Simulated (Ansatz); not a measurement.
# ²⁰⁹Bi NMR of the central transition in Bi2Te2PbS2

Cell: an entry of the Crystallography Open Database (COD; perhaps a calculated or model structure) whose atoms were relaxed with PBE, the cell held.

```
CELL_PARAMETERS angstrom
2.13610 1.23328 26.91003
-2.13610 1.23328 26.91003
0.00000 -2.46656 26.91003
ATOMIC_POSITIONS crystal
Bi 0.93632 0.93632 0.93632
Bi 0.06368 0.06368 0.06368
Bi 0.14519 0.14519 0.14519
Bi 0.85481 0.85481 0.85481
Te 0.58085 0.58085 0.58085
Te 0.41915 0.41915 0.41915
Te 0.78967 0.78967 0.78967
Te 0.21033 0.21033 0.21033
Pb 0.64556 0.64556 0.64556
Pb 0.35444 0.35444 0.35444
S 0.29128 0.29128 0.29128
S 0.70872 0.70872 0.70872
S 0.00000 0.00000 0.00000
S 0.50000 0.50000 0.50000
```

Atoms are numbered from 1 in the order listed; like atoms form one site, named after its first atom.

Method: Kohn–Sham DFT in Ansatz, PBEsol, plane waves and PAW, scalar-relativistic, 420 eV cutoff, Γ-centred 8×8×8 k-points, Fermi–Dirac smearing 0.02 eV.

²⁰⁹Bi has I = 9/2 and Q = -516.0 mb (Pyykkö 2018); at 7.05 T its Larmor frequency is ν₀ = 49.1 MHz (from the bare nuclear moment; shielding lowers the observed one by a per cent or two). Only the quadrupole interaction is simulated: positions count from each site's isotropic chemical shift, and J coupling is left out, as are shift anisotropy and dipolar coupling, which fast spinning averages.

(1) Simulate the second-order pattern (fast magic-angle spinning, Gaussian broadening 0.2 kHz) of site Bi1 (3 S at 3.02 Å, 3 Te at 3.05 Å).

Answers

(1) The calculation gives C_Q = 11.2 MHz and η = 0.00, so ν_Q = 0.467 MHz and the centre of gravity lies at -72.5 ppm (-3.56 kHz).

(offset (kHz), height): (-9.246, 0), (-8.974, 1), (-8.702, 4), (-8.429, 4), (-8.157, 4), (-7.885, 4), (-7.613, 5), (-7.340, 4), (-7.068, 5), (-6.796, 5), (-6.523, 5), (-6.251, 5), (-5.979, 5), (-5.707, 23), (-5.434, 76), (-5.162, 47), (-4.890, 38), (-4.618, 34), (-4.345, 32), (-4.073, 31), (-3.801, 30), (-3.528, 30), (-3.256, 30), (-2.984, 31), (-2.712, 33), (-2.439, 35), (-2.167, 39), (-1.895, 46), (-1.622, 61), (-1.350, 100), (-1.078, 13), (-0.806, 0)

An axis of threefold or higher order runs through Bi1, so V_zz lies along it and η is zero.

Spin–orbit coupling is left out, which shifts gradients on Bi by a few per cent in wide-gap crystals, and can shift them far more where the calculated gap is small or absent, as here. Newer work puts Q(²⁰⁹Bi) near −420 mb, which would lower these couplings by about a fifth. With a gap of 0.2 eV on this mesh, small gradients can still move by 0.1 × 10²¹ V/m² or more as the k-mesh gets denser.
